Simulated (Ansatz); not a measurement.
The relaxed structure here is a generated cell of SnF3: the first start was made by placing the elements on the sites of a structure type, and the end was not matched to a known phase here, so it may be hypothetical.

The end point of a relaxation of SnF3. Computed with r2SCAN (plane waves to 500 eV, PAW, scalar-relativistic; Ansatz, an electronic-structure program).

```
CELL_PARAMETERS angstrom
      2.99052     1.72658     4.43477
     -2.99052     1.72658     4.43477
      0.00000    -3.45315     4.43477
ATOMIC_POSITIONS crystal
  Sn 0.31255 0.31255 0.31255
  Sn 0.68745 0.68745 0.68745
  F  0.11219 0.67979 0.42783
  F  0.42783 0.11219 0.67979
  F  0.67979 0.42783 0.11219
  F  0.88781 0.32021 0.57217
  F  0.57217 0.88781 0.32021
  F  0.32021 0.57217 0.88781
```

### Question
Determine the symmetry and give the standard cell with its independent sites.

### Answer
Space group R-3, hexagonal axes (No. 148); a = 5.981 Å, b = 5.981 Å, c = 13.304 Å, α = 90.00°, β = 90.00°, γ = 120.00°

```tsv
atom	site	symmetry	x	y	z
Sn	6c	3.	0.0000	0.0000	0.3125
F	18f	1	0.0601	0.3723	0.2601
```

### Question
Give the shortest distances between elements (the closest pairs, up to four, under 3.6 Å).

### Answer
F–Sn 2.11 Å; F–F 2.50 Å; Sn–Sn 3.50 Å.

| Quantity | Value |
|---|---|
| Volume per atom | 17.17 Å³ |
| Density | 4.25 g/cm³ |
| Band gap | no clear gap: the sampled points leave 0.10 eV away from the symmetry points, which may be a band crossing missed between them |

No spin polarisation in the result.

The run could not lose the symmetry of its start, so the end can be a saddle point.
